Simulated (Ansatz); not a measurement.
Cl (hcp type), DFT, PBEsol, all-electron LAPW, scalar-relativistic (Ansatz 0.2.0), on 1 thread of Arm Neoverse V1 (shared host).

Command: `ansatz run input.yaml --threads 1 --pin off --max-ram 2048MiB --backend cpu --events-out ev --progress --plain --runs-dir out`

```yaml
crystal:
  lattice:
    - [2.7281781953, 0.0, 0.0]
    - [-1.3640890976, 2.3626716232, 0.0]
    - [0.0, 0.0, 3.8288939177]
  atoms:
    - { symbol: Cl, position: [0.3333333333, 0.6666666667, 0.25] }
    - { symbol: Cl, position: [0.6666666667, 0.3333333333, 0.75] }
kpoints:
  mp_grid: { grid: [15, 15, 8] }
scf:
  occupations: { method: fermi_dirac, width: 0.08 }
hamiltonian:
  xc: pbesol
  pseudopotentials: { kind: all_electron, lapw: { basis_error: 0.001 } }
output:
  forces: true
  stress: true
  eigenvalues: true
  populations: true
```

Problem. How large is the problem that the program sets up?

Solution. 135 irreducible k-points, 183 plane waves at Γ, 19 bands.

Problem. About how long does it take?

Solution. 12 s of wall time for 6 SCF iterations. Times on shared machines scatter by tens of per cent.
